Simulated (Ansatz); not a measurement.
P:
```
CELL_PARAMETERS angstrom
      3.28511     0.00000     0.00000
      0.00000     4.58575     0.00000
      0.00000     0.00000    30.00000
ATOMIC_POSITIONS crystal
  P  0.00000 0.91012 0.53482
  P  0.50000 0.58988 0.53482
  P  0.00000 0.08988 0.46518
  P  0.50000 0.41012 0.46518
```
The layer is periodic in x and y and isolated along z.

Relaxed with r²SCAN+D4. Special points in fractions of this cell's reciprocal vectors: Γ (0.000, 0.000, 0.000); X (0.500, 0.000, 0.000); S (0.500, 0.500, 0.000); Y (0.000, 0.500, 0.000).

**Question.** List the band energies nearest the valence-band maximum at these points for the program Ansatz at the r²SCAN+D4 level (PAW).

**Answer.** In eV from the valence-band maximum; about four levels below and three above (degenerate sets whole), none deeper than 8.9 eV; points with the same levels are listed once.

```json
[
 {"k": "Γ", "below": "-3.68 -1.98 -1.76 0.00", "above": "1.03 1.81 2.93"},
 {"k": "X", "below": "-2.90 -2.90 -2.06 -2.06", "above": "1.46 1.46 2.42 2.42"},
 {"k": "S", "below": "-4.79 -4.79 -1.20 -1.20", "above": "2.58 2.58 4.15 4.15"},
 {"k": "Y", "below": "-2.83 -2.83 -1.37 -1.37", "above": "2.36 2.36 3.91 3.91"}
]
```

Space group Pmna (puckered). A layer that has been made, often on a substrate. The cell was relaxed with r²SCAN+D4 under the symmetry of its start; whether a distortion lowers the energy is not shown.

Potentials: the later of the program's two PAW sets.
